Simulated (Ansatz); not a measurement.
InP (zinc blende, F-43m), DFT-PBE in the program Ansatz with PAW potentials, all energies at zero smearing, with the estimated change up to a 700 eV cutoff added, with one set of potentials and settings (totals compare only within such a set). Cell of 2 atoms (1 In, 1 P): -6354.076 eV.

```tsv
element	reference phase	E (eV/atom)
In	I4/mmm, 1 atoms in the cell	-5597.9156
P	Cmce, 4 atoms in the cell	-755.6733
```

Formation energy per atom, worked out: (-6354.076 − 1×(-5597.9156) − 1×(-755.6733))/2 = -0.243 eV/atom (-23 kJ per mol of atoms), at 0 K, without zero-point energy or fitted corrections.

Symmetry was held in the PBE relaxation. The references are the lowest solids computed at this level, not always the standard phases.

Potentials: the earlier of the program's two PAW sets.
